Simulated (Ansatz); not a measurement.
Rough cost of magnetic runs on MgTi (P-6m2) in Ansatz 0.2.0, 1 thread of Arm Neoverse V1, on a shared host.

```
Mg Ti
1.0
     2.89434    0.00000    0.00000
    -1.44717    2.50657    0.00000
     0.00000    0.00000    5.25892
Mg Ti
1 1
Direct
  0.00000 0.00000 0.00000
  0.66667 0.33333 0.50000
```

```json
{"run": "PAW: field of 500 T on the spins", "functional, mesh": "LDA, 13×13×6", "k points solved": "84", "bands": "16", "iterations": "16", "wall time (s)": "20", "peak memory (GiB)": "0.37"}
{"run": "AE-PAW: total moment held at 0.15 μB", "functional, mesh": "LDA, 13×13×6", "k points solved": "84", "bands": "16", "iterations": "14", "wall time (s)": "25", "peak memory (GiB)": "0.51"}
{"run": "LAPW: total moment held at 1.2 μB", "functional, mesh": "LDA, 13×13×6", "k points solved": "84", "bands": "16", "iterations": "10", "wall time (s)": "50", "peak memory (GiB)": "0.43"}
{"run": "PAW: no spin polarisation", "functional, mesh": "LDA, 13×13×6", "k points solved": "84", "bands": "15", "iterations": "7", "wall time (s)": "6.3", "peak memory (GiB)": "0.33"}
{"run": "PAW: total moment held at 0.8 μB", "functional, mesh": "LDA, 13×13×6", "k points solved": "84", "bands": "16", "iterations": "10", "wall time (s)": "19", "peak memory (GiB)": "0.38"}
{"run": "LAPW: total moment held at 0.15 μB", "functional, mesh": "LDA, 13×13×6", "k points solved": "84", "bands": "16", "iterations": "12", "wall time (s)": "51", "peak memory (GiB)": "0.42"}
{"run": "LAPW: field of 1000 T on the spins", "functional, mesh": "LDA, 13×13×6", "k points solved": "84", "bands": "16", "iterations": "13", "wall time (s)": "60", "peak memory (GiB)": "0.42"}
{"run": "LAPW: total moment held at 0 μB", "functional, mesh": "LDA, 13×13×6", "k points solved": "84", "bands": "15", "iterations": "9", "wall time (s)": "25", "peak memory (GiB)": "0.41"}
{"run": "PAW: total moment held at 0.15 μB", "functional, mesh": "LDA, 13×13×6", "k points solved": "84", "bands": "16", "iterations": "11", "wall time (s)": "16", "peak memory (GiB)": "0.37"}
```

Question: Roughly how much dearer is an iteration by LAPW than by PAW among the runs with the first row's mesh and spin treatment (collinear)?

Answer: About 3 times (medians of wall time over iterations; times from a shared host are rough).
